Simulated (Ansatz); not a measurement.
Trial structure of Si₂Ge₃, not yet relaxed:

```xyz
5
Lattice="3.7914 0.0000 0.0000 0.0000 3.7914 0.0000 0.0000 0.0000 5.5842" Properties=species:S:1:pos:R:3 pbc="T T T"
Si    0.0000    0.0000    4.0270
Si    1.8957    1.8957    1.6184
Ge    1.8957    0.0000    5.5477
Ge    0.0000    1.8957    5.5477
Ge    0.0000    0.0000    1.5197
```

Level of theory: Ansatz 0.2.0, DFT PBE, scalar-relativistic, plane waves, PAW. Cutoff 420 eV; k points 4×4×4 on the computed 5-atom cell (Γ-centred); Gaussian smearing, width 0.10 eV; no spin polarisation.

The zero of energy is the elements' standard structures at the same level; no fitted shifts are applied.

**Question.** What does a single point on this coarse mesh give?

**Answer.** The pressure is 34.2 GPa (the mean over three directions, positive in compression), the largest force is 5.84 eV/Å, and the energy is +1.16 eV/atom against the elements. The shortest distance is 2.43 Å.

**Question.** How much does it gain on relaxing, and where does it end?

**Answer.** Relaxing gains about 0.65 eV/atom (the start's value is from the coarse mesh, so the gain is rough) in 17 ionic steps and ends at +0.51 eV/atom on the finer mesh. The symmetry stays P4mm (No. 99). The volume per atom grows by 35.7 %, from 16.1 to 21.8 Å³. The shortest distance goes from 2.43 Å (Si–Ge) to 2.47 Å (Si–Ge). Conventional cell: a = 4.113 Å, c = 6.439 Å. Around Si on its first site lie 5 Ge at 2.47–2.55 Å; Si on its second site has 4 Ge at 2.71 Å and 4 Ge at 2.99 Å; around Ge on a site of symmetry 2mm lie 2 Si at 2.55 Å, 2 Si at 2.71 Å, 4 Ge at 2.91 Å and 2 Ge at 3.20 Å; 1 more site not described.

The last run used a 10×10×6 mesh (in the run's order of axes) for its 5-atom cell and Gaussian smearing of 0.10 eV. The relaxation can't lower the symmetry of the start. Symmetry constrained the relaxation, so the result can be a saddle point. Another cell of Si2Ge3 relaxed alike, in P-3m1, lies 163 meV/atom lower, so this cell isn't the stable form at this level.
